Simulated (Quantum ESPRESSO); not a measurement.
Simulation results for NbRe2Sn2OsRu2, ZrTiOs3Rh3, LiAl2In2W3, NbAl3CuRu3

All values are calculated (Quantum ESPRESSO 7.5). Calculation on a made-up metal alloy cell, not a measurement, the site pattern found by running every listed pattern: no spin or spin-orbit, unrelaxed, 2900 K smearing, stress positive in tension, cell energy less fitted offsets; periodic Kohn-Sham density functional theory in plane waves with PseudoDojo standard norm-conserving scalar-relativistic pseudopotentials, each functional with its own files (v0.5 for PBE, v0.4.1 for LDA and PBEsol), eight atoms on drawn sites of a strained close-packed or body-centred lattice, each displaced and held fixed; the energy is the cell's free energy, ions and the entropy term -TS included, at the stated Fermi-Dirac width, less a fixed offset for each atom's element (shifted free energy); compositions with an open d shell lost a parallel starting moment in a cheaper test run, and other magnetic orders were not tried; an error bar is the largest change of its kind in a tighter rerun, never given below 0.002 eV, 0.02 GPa or 0.003 eV/angstrom, and covers cutoff and k-mesh only, not smearing or the files.

Common to all runs: functional pbe; fermi dirac smearing 0.25 eV; electrons removed 0.

Notes on all entries: a spin test at this wide smearing found no moment, but such smearing suppresses magnetism that the real alloy may have; lattice, volume and sites are drawn at random and may be unstable or far from any real phase; energies are for the whole cell, less offsets fitted to these runs, so they are not formation energies.

(1) NbRe2Sn2OsRu2

- lattice type: face-centred cubic
- cutoff: 1143 eV
- computed entropy term negative ts: -1.412 eV
- computed pressure: 14.84 GPa
- computed stress xx: -15.5 GPa
- computed stress yy: -9.31 GPa
- computed stress zz: -19.71 GPa
- computed stress yz: -0.05 GPa
- computed stress xz: 0.6 GPa
- computed stress xy: -1.22 GPa
- k mesh: 6 x 5 x 4 shifted half a step off Gamma on each axis
- computed shifted free energy: -0.22 eV
- found pattern: 3

Cell:
```tsv
vector	x (Å)	y (Å)	z (Å)
a	-3.9562	0	0
b	0	-3.9562	3.9562
c	0	5.9343	1.9781
```

Atoms:
```tsv
atom site	atom x (Å)	atom y (Å)	atom z (Å)	pattern 1 element	pattern 2 element	pattern 3 element	pattern 4 element	pattern 5 element	pattern 6 element
1	-0.0606	0.0205	-0.049	Os	Sn	Sn	Sn	Re	Os
2	0.0052	1.9644	1.9296	Re	Nb	Re	Re	Ru	Sn
3	0.0625	-1.9884	1.9468	Nb	Sn	Re	Sn	Os	Ru
4	-0.0288	0.0894	3.9885	Re	Re	Nb	Ru	Sn	Re
5	-2.0732	3.8395	2.0039	Ru	Ru	Ru	Re	Sn	Sn
6	-1.9282	-0.0177	1.9623	Sn	Re	Sn	Os	Re	Re
7	-1.9843	1.9918	3.9495	Ru	Os	Os	Ru	Ru	Nb
8	-1.9478	-2.0146	3.9316	Sn	Ru	Ru	Nb	Nb	Ru
```

Offsets:
```tsv
element	energy per atom (eV)
Nb	-1694.67
Os	-2753.07
Re	-2361.34
Ru	-2750.51
Sn	-2144.16
```

Computed forces:
```tsv
site	x (eV/Å)	y (eV/Å)	z (eV/Å)
1	0.888	0.141	-0.623
2	-0.143	2.362	1.384
3	-0.43	-1.068	-0.669
4	0.438	-2.152	-0.073
5	0.888	-0.705	-0.467
6	-1.047	-0.256	1.08
7	-0.057	0.92	-0.918
8	-0.537	0.759	0.285
```

Found structure:
```
NbRe2Sn2OsRu2
1.0
     -3.9562     0.0000     0.0000
      0.0000    -3.9562     3.9562
      0.0000     5.9343     1.9781
Sn Re Nb Ru Sn Os Ru
1 2 1 1 1 1 1
Direct
  0.01532 -0.01058 -0.00360
  -0.00131 0.24167 0.49214
  -0.01580 0.49472 -0.00526
  0.00728 0.75047 0.51538
  0.52404 0.13727 0.73851
  0.48739 0.37312 0.24577
  0.50157 0.62286 0.75088
  0.49234 0.87264 0.24228
```

Notes: the tin pseudopotential is less sure than most, with forces differing by about three percent from a second method on plain tin; heavy elements are run without spin-orbit coupling, which real alloys of them have; error bars: energy 0.0027 eV, stress 0.049 GPa, force 0.0063 eV/Å, from a tighter rerun of this or a related cell; largest difference from nearest other candidate 403 error bars.

(2) ZrTiOs3Rh3

- lattice type: hexagonal close-packed
- cutoff: 1197 eV
- computed entropy term negative ts: -1.729 eV
- computed pressure: 5.89 GPa
- computed stress xx: -5.65 GPa
- computed stress yy: -3.31 GPa
- computed stress zz: -8.71 GPa
- computed stress yz: -1.81 GPa
- computed stress xz: 3.21 GPa
- computed stress xy: 0.05 GPa
- k mesh: 8 x 5 x 3 shifted half a step off Gamma on each axis
- computed shifted free energy: -1.598 eV
- found pattern: 3

Cell:
```tsv
vector	x (Å)	y (Å)	z (Å)
a	-2.8066	-0.0019	-0.0487
b	-0.077	0.041	-4.4076
c	-0.0065	-9.6714	0.0899
```

Atoms:
```tsv
atom site	atom x (Å)	atom y (Å)	atom z (Å)	pattern 1 element	pattern 2 element	pattern 3 element	pattern 4 element	pattern 5 element	pattern 6 element
1	-0.0048	-0.0192	-0.0187	Os	Ti	Rh	Rh	Rh	Os
2	0.0355	-4.8815	0.0044	Rh	Rh	Zr	Os	Rh	Os
3	-0.0599	-3.2247	-2.1798	Os	Zr	Rh	Rh	Rh	Zr
4	-0.0071	-8.0168	-2.1186	Zr	Os	Os	Os	Ti	Rh
5	-1.3909	-2.4267	0.0326	Rh	Rh	Os	Rh	Os	Os
6	-1.4282	-7.2693	0.0518	Ti	Rh	Rh	Zr	Os	Rh
7	-1.4069	-0.7685	-2.205	Os	Os	Ti	Ti	Zr	Ti
8	-1.4548	-5.6112	-2.1151	Rh	Os	Os	Os	Os	Rh
```

Offsets:
```tsv
element	energy per atom (eV)
Os	-2753.07
Rh	-3191.96
Ti	-1615.4
Zr	-1377.61
```

Computed forces:
```tsv
site	x (eV/Å)	y (eV/Å)	z (eV/Å)
1	0.155	-0.351	0.105
2	-0.369	-0.041	1.147
3	0.153	1.101	0.019
4	-0.267	0.672	-0.019
5	-0.156	1.256	-0.097
6	0.25	-1.247	0.077
7	-0.115	0.082	-0.066
8	0.35	-1.472	-1.166
```

Found structure:
```
ZrTiOs3Rh3
1.0
     -2.8066    -0.0019    -0.0487
     -0.0770     0.0410    -4.4076
     -0.0065    -9.6714     0.0899
Rh Zr Rh Os Rh Ti Os
1 1 1 2 1 1 1
Direct
  0.00159 0.00427 0.00200
  -0.01408 0.00945 0.50478
  0.00681 0.50132 0.33555
  -0.01305 0.49776 0.83103
  0.49521 -0.00775 0.25078
  0.50719 -0.00203 0.75152
  0.48747 0.49655 0.08147
  0.50366 0.48618 0.58215
```

Notes: heavy elements are run without spin-orbit coupling, which real alloys of them have; error bars: energy 0.0021 eV, stress 0.19 GPa, force 0.013 eV/Å, from a tighter rerun of this or a related cell; largest difference from nearest other candidate 166 error bars.

(3) LiAl2In2W3

- lattice type: hexagonal close-packed
- cutoff: 1007 eV
- computed entropy term negative ts: -1.049 eV
- computed pressure: -2.29 GPa
- computed stress xx: 3.73 GPa
- computed stress yy: -0.34 GPa
- computed stress zz: 3.48 GPa
- computed stress yz: 2.14 GPa
- computed stress xz: -0.09 GPa
- computed stress xy: -0.11 GPa
- k mesh: 8 x 5 x 3 shifted half a step off Gamma on each axis
- computed shifted free energy: 0.081 eV
- found pattern: 6

Cell:
```tsv
vector	x (Å)	y (Å)	z (Å)
a	2.9522	0.0025	-0.0149
b	0.0044	5.0454	0.0262
c	-0.0471	0.048	9.5284
```

Atoms:
```tsv
atom site	atom x (Å)	atom y (Å)	atom z (Å)	pattern 1 element	pattern 2 element	pattern 3 element	pattern 4 element	pattern 5 element	pattern 6 element
1	-0.0875	0.0289	0.0417	Al	In	Al	Li	Li	Al
2	0.0315	0.0914	4.7884	W	W	Li	W	W	W
3	-0.0045	1.6377	2.3915	W	Li	W	In	W	In
4	-0.0104	1.699	7.0978	W	Al	W	Al	In	In
5	1.451	2.5122	-0.0086	Li	In	Al	W	In	Li
6	1.3981	2.57	4.7241	Al	W	In	W	Al	W
7	1.5006	4.2809	2.3954	In	Al	In	In	W	Al
8	1.4347	4.2093	7.1337	In	W	W	Al	Al	W
```

Offsets:
```tsv
element	energy per atom (eV)
Al	-63.26
In	-1808.02
Li	-195.67
W	-2063.48
```

Computed forces:
```tsv
site	x (eV/Å)	y (eV/Å)	z (eV/Å)
1	0.136	-0.735	-0.619
2	-0.003	-1.204	-0.147
3	-0.068	0.971	-0.694
4	-0.144	0.469	0.799
5	-0.021	0.19	0.14
6	0.33	1.036	0.176
7	-0.093	-0.828	0.892
8	-0.138	0.101	-0.547
```

Found structure:
```
LiAl2In2W3
1.0
      2.9522     0.0025    -0.0149
      0.0044     5.0454     0.0262
     -0.0471     0.0480     9.5284
Al W In Li W Al W
1 1 2 1 1 1 1
Direct
  -0.02958 0.00570 0.00431
  0.01867 0.01333 0.50253
  0.00199 0.32221 0.25010
  0.00786 0.32966 0.74402
  0.49073 0.49769 -0.00150
  0.48073 0.50443 0.49516
  0.51102 0.84585 0.24987
  0.49666 0.82693 0.74718
```

Notes: heavy elements are run without spin-orbit coupling, which real alloys of them have; error bars: energy 0.0042 eV, stress 0.075 GPa, force 0.014 eV/Å, from a tighter rerun of this or a related cell; largest difference from nearest other candidate 110 error bars.

(4) NbAl3CuRu3

* lattice type: face-centred cubic
* cutoff: 1252 eV
* computed entropy term negative ts: -1.382 eV
* computed pressure: -12.28 GPa
* computed stress xx: 10.4 GPa
* computed stress yy: 16 GPa
* computed stress zz: 10.44 GPa
* computed stress yz: 1.35 GPa
* computed stress xz: 1.79 GPa
* computed stress xy: 0.9 GPa
* k mesh: 6 x 6 x 4 shifted half a step off Gamma on each axis
* computed shifted free energy: -2.104 eV
* found pattern: 3

Cell:
```tsv
vector	x (Å)	y (Å)	z (Å)
a	2.0249	3.9816	2.023
b	2.0307	-3.9713	1.9967
c	1.936	-0.0212	-5.9378
```

Atoms:
```tsv
atom site	atom x (Å)	atom y (Å)	atom z (Å)	pattern 1 element	pattern 2 element	pattern 3 element	pattern 4 element	pattern 5 element	pattern 6 element
1	0.0442	-0.0222	-0.0171	Al	Al	Ru	Cu	Al	Ru
2	2.0183	-1.9753	0.0213	Nb	Ru	Cu	Al	Cu	Ru
3	2.0004	-0.0084	-1.9567	Al	Ru	Ru	Nb	Ru	Al
4	3.991	-2.0323	-1.8806	Ru	Cu	Al	Al	Nb	Cu
5	2.056	0.0212	2.001	Ru	Nb	Al	Ru	Al	Al
6	2.0294	1.9908	0.03	Cu	Ru	Al	Ru	Ru	Nb
7	4.015	-0.0082	0.0391	Ru	Al	Ru	Al	Ru	Al
8	3.9959	2.0113	-1.925	Al	Al	Nb	Ru	Al	Ru
```

Offsets:
```tsv
element	energy per atom (eV)
Al	-63.26
Cu	-5159.25
Nb	-1694.67
Ru	-2750.51
```

Computed forces:
```tsv
site	x (eV/Å)	y (eV/Å)	z (eV/Å)
1	0.287	0.047	-0.339
2	0.111	-0.1	-0.079
3	0.37	-0.045	-0.263
4	-0.756	0.126	0.294
5	0.437	-0.103	-0.203
6	-0.068	0.053	-0.027
7	-0.298	0.051	0.292
8	-0.084	-0.029	0.325
```

Found structure:
```
NbAl3CuRu3
1.0
      2.0249     3.9816     2.0230
      2.0307    -3.9713     1.9967
      1.9360    -0.0212    -5.9378
Ru Cu Ru Al Ru Nb
1 1 1 3 1 1
Direct
  0.00442 0.00998 0.00774
  0.12934 0.62573 0.25089
  0.25384 0.25394 0.50141
  0.37522 0.88398 0.74181
  0.50674 0.50269 0.00469
  0.63038 0.12937 0.25322
  0.74991 0.75124 0.50153
  0.88164 0.37346 0.75015
```

Notes: the copper pseudopotential is less sure than most, with forces differing by about three percent and pressure by about two GPa from a second method on plain copper; error bars: energy 0.0026 eV, stress 0.02 GPa, force 0.003 eV/Å, from a tighter rerun of this or a related cell; largest difference from nearest other candidate 224 error bars.
